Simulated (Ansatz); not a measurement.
Data:

GeMo2:
```
CELL_PARAMETERS angstrom
      3.70853     0.00000     0.00000
      0.00000     3.70853     0.00000
      0.00000     0.00000     6.92014
ATOMIC_POSITIONS crystal
  Mo 0.00000 0.00000 0.00000
  Mo 0.50000 0.50000 0.00000
  Mo 0.50000 0.00000 0.33208
  Mo 0.00000 0.50000 0.66792
  Ge 0.50000 0.00000 0.70791
  Ge 0.00000 0.50000 0.29209
```

This is the PBE-relaxed structure.

Question: All from the program Ansatz at the PBE level (PAW), unless another level is named. Predict the electronic character.

Answer: metallic (no gap).

Question: What about the formation energy from the elements (no fitted shifts)?

Answer: 0.034 eV/atom.

Space group P4/nmm. A made-up cell: these elements were put on the sites of a structure type; neither database checked (COD, Materials Project) lists it. Its standing as an ambient phase is unchecked. The PBE relaxation kept the symmetry of its start; whether a distortion lowers the energy is not shown. The run is not spin-polarised. The references are the lowest solids computed at this level, not always the standard phases. Scalar-relativistic: spin–orbit coupling is off unless named, which matters more the heavier the elements.

Potentials: the later of the program's two PAW sets.
